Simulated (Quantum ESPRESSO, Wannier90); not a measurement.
Wannierisation of CdSe (zinc blende)

Materials Project entry mp-2691; symmetrised, unrelaxed at this level. Not found in the COD (Crystallography Open Database) copy used, which has the formula in other groups; not checked further. Method: PBE plane waves in Quantum ESPRESSO 7.5 (PseudoDojo norm-conserving files, 82 Ry, no spin polarisation, no spin-orbit coupling), Bloch states on a 10×10×10 mesh through Γ, Wannier90 4.0.1. Density: 10×10×10 mesh, cold smearing 0.01 Ry. Spin-orbit coupling, left out, would split the p-like bands by a few tenths of an eV.

```
begin unit_cell_cart
ang
    0.0000000000    3.0702700000    3.0702700000
    3.0702700000    0.0000000000    3.0702700000
    3.0702700000    3.0702700000    0.0000000000
end unit_cell_cart
mp_grid = 10 10 10
```

Task: Which shells of neighbouring k-points and which b-vectors and weights does Wannier90 pick for this cell and mesh?

Result: 
```
 *---------------------------------- K-MESH ----------------------------------*
 +----------------------------------------------------------------------------+
 |                    Distance to Nearest-Neighbour Shells                    |
 |                    ------------------------------------                    |
 |          Shell             Distance (Ang^-1)          Multiplicity         |
 |          -----             -----------------          ------------         |
 |             1                   0.177229                      8            |
 |             2                   0.204646                      6            |
 |             3                   0.289413                     12            |
 |             4                   0.339367                     24            |
 |             5                   0.354457                      8            |
 |             6                   0.409292                      6            |
 |             7                   0.446016                     24            |
 |             8                   0.457602                     24            |
       ... (lines left out)
 +----------------------------------------------------------------------------+
 | The b-vectors are chosen automatically                                     |
 | The following shells are used:                       1                     |
 +----------------------------------------------------------------------------+
 |                        Shell   # Nearest-Neighbours                        |
 |                        -----   --------------------                        |
 |                          1               8                                 |
 +----------------------------------------------------------------------------+
 | Completeness relation is fully satisfied [Eq. (B1), PRB 56, 12847 (1997)]  |
 +----------------------------------------------------------------------------+
 |                  b_k Vectors (Ang^-1) and Weights (Ang^2)                  |
 |                  ----------------------------------------                  |
 |            No.         b_k(x)      b_k(y)      b_k(z)        w_b           |
 |            ---        --------------------------------     --------        |
 |             1         0.102323    0.102323   -0.102323    11.938875        |
 |             2         0.102323   -0.102323    0.102323    11.938875        |
 |             3        -0.102323    0.102323    0.102323    11.938875        |
 |             4         0.102323    0.102323    0.102323    11.938875        |
 |             5        -0.102323   -0.102323    0.102323    11.938875        |
 |             6        -0.102323    0.102323   -0.102323    11.938875        |
 |             7         0.102323   -0.102323   -0.102323    11.938875        |
 |             8        -0.102323   -0.102323   -0.102323    11.938875        |
```
